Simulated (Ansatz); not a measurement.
HfSi in space group Pnma (No. 62; Si on 4c, Hf on 4c) under volume change, DFT-PBEsol in the program Ansatz with PAW potentials, shape and atoms relaxed at each volume.

| V (Å³/atom) | E − E(relaxed) (meV/atom) | P (GPa) |
|---|---|---|
| 15.174 | 78.7 | 18.21 |
| 15.675 | 33.1 | 11.18 |
| 16.175 | 7.8 | 5.16 |
| 16.675 | 0.0 | 0.00 |
| 17.175 | (withheld) | (withheld) |
| 17.676 | 27.0 | -8.21 |
| 18.176 | (withheld) | (withheld) |

### Question
Some entries are withheld; supply them.

### Answer

- 17.175, E − E(relaxed) (meV/atom): 7.1
- 17.175, P (GPa): -4.42
- 18.176, E − E(relaxed) (meV/atom): 57.8
- 18.176, P (GPa): -11.44

### Question
What does a third-order Birch–Murnaghan fit give for V₀, B₀ and B′?

### Answer
V₀ = 16.68 Å³/atom, B₀ = 159 GPa, B′ = 4.1.

The workflow started from an entry of the Crystallography Open Database (COD). Its standing as an ambient phase is unchecked. Symmetry was held in the PBEsol relaxation; its stability against distortions is not shown here. No spin polarisation was allowed. Scalar-relativistic: spin–orbit coupling is off unless named, which matters more the heavier the elements.

Potentials: the later of the program's two PAW sets.
